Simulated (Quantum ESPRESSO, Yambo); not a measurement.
CsNbP₂O₈ (space group C2/m, No. 12). The geometry is that of Materials Project entry mp-555286, symmetrised and not relaxed again. Chain: PBEsol (Quantum ESPRESSO, PseudoDojo norm-conserving, 84 Ry, without SOC); G0W0 in Yambo (2×2×1 Γ-centred k mesh, bands 2 to 295 and a 7 Ry block in the screening, 295 bands in G with the Bruneval-Gonze terminator, plasmon pole fitted at 27.2 eV); BSE (4×4×2 mesh, 25 valence and 10 conduction bands, static screening with 114 bands and a 3 Ry block, scissor 2.37 eV, Tamm-Dancoff).

The PBEsol gap (dense path) comes out as 2.65 eV. The PBEsol gap (-0.5, -0.5, 0) → Γ on the GW mesh is 2.65 eV and the PBEsol smallest direct gap on the GW mesh, at (-0.5, -0.5, 0) is 2.75 eV. The G0W0 direct gap at that point is 5.12 eV and the G0W0 correction to the gap (-0.5, -0.5, 0) → Γ comes out as 2.36 eV. The direct gap on the BSE mesh, with the scissor is 5.11 eV, the first BSE state allowed for light along x comes out as 4.19 eV and the lowest BSE state is 3.96 eV. The binding of the lowest exciton comes out as 1.15 eV.

Rough cost of the Yambo steps against G0W0 for 6 states: BSE about 5×.

Nearest settings tried, and what they do to the gap: 193 bands in W, 193 bands in G: +50 meV; 6 Ry block (347 vectors against 407): -1 meV. Not varied: mesh. So the settings aren't converged at that level. The k mesh is coarse. The BSE states are vertical excitations (zero momentum); the indirect quasiparticle gap, about 5.01 eV, is smaller than the direct one (5.12 eV on the GW mesh). Convergence of the binding with the mesh was not shown. Axes are Cartesian, with cell vectors (Å) (4.37, -2.63, 0.00), (4.37, 2.63, 0.00), (-0.52, 0.00, 8.76).

Spin-orbit splittings are left out.
